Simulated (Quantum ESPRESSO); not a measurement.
```
CELL_PARAMETERS angstrom
      0.00000     4.10614     4.10614
      4.10614     0.00000     4.10614
      4.10614     4.10614     0.00000
ATOMIC_POSITIONS crystal
  O  0.76127 0.23873 0.23873
  O  0.23873 0.76127 0.76127
  O  0.23873 0.76127 0.23873
  O  0.76127 0.23873 0.76127
  O  0.23873 0.23873 0.76127
  O  0.76127 0.76127 0.23873
  Mg 0.50000 0.50000 0.50000
  Mo 0.00000 0.00000 0.00000
  Ba 0.25000 0.25000 0.25000
  Ba 0.75000 0.75000 0.75000
```

The geometry is that of Materials Project entry mp-1205825, symmetrised and not relaxed again.

**Question.** What does PBEsol (Quantum ESPRESSO, PseudoDojo norm-conserving, 84 Ry, without SOC) give for the electronic structure near the Fermi level?

**Answer.** The PBEsol gap is indirect, 2.00 eV, from Γ to X; the smallest direct gap is 2.05 eV. Spin-orbit splittings are left out.

The structure is a Materials Project entry; no match was found in the copy of COD used, and its stability was not checked.
